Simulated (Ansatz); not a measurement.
Ru (simple cubic, Pm-3m) under volume change, the program Ansatz at the r²SCAN level (PAW), scaled uniformly.

| V (Å³/atom) | E − E(relaxed) (meV/atom) | P (GPa) |
|---|---|---|
| 14.060 | 112.5 | 28.33 |
| 14.524 | ___ | ___ |
| 14.987 | ___ | ___ |
| 15.451 | 0.0 | 0.00 |
| 15.914 | 9.9 | -6.64 |
| 16.378 | 37.4 | -12.23 |
| 16.841 | 79.8 | -16.92 |

Task: Complete the blanks.

Result: 
- 14.524, E − E(relaxed) (meV/atom): 47.1
- 14.524, P (GPa): 17.24
- 14.987, E − E(relaxed) (meV/atom): 11.1
- 14.987, P (GPa): 7.89

Task: What does a third-order Birch–Murnaghan fit give for V₀, B₀ and B′?

Result: V₀ = 15.45 Å³/atom, B₀ = 241 GPa, B′ = 4.7.

A made-up cell: these elements were put on the sites of a structure type; neither database checked (COD, Materials Project) lists it. It is not the phase usual at ambient conditions (space group No. 194). The cell was relaxed with r²SCAN under the symmetry of its start; whether a distortion lowers the energy is not shown. The run is not spin-polarised.

Potentials: the later of the program's two PAW sets.
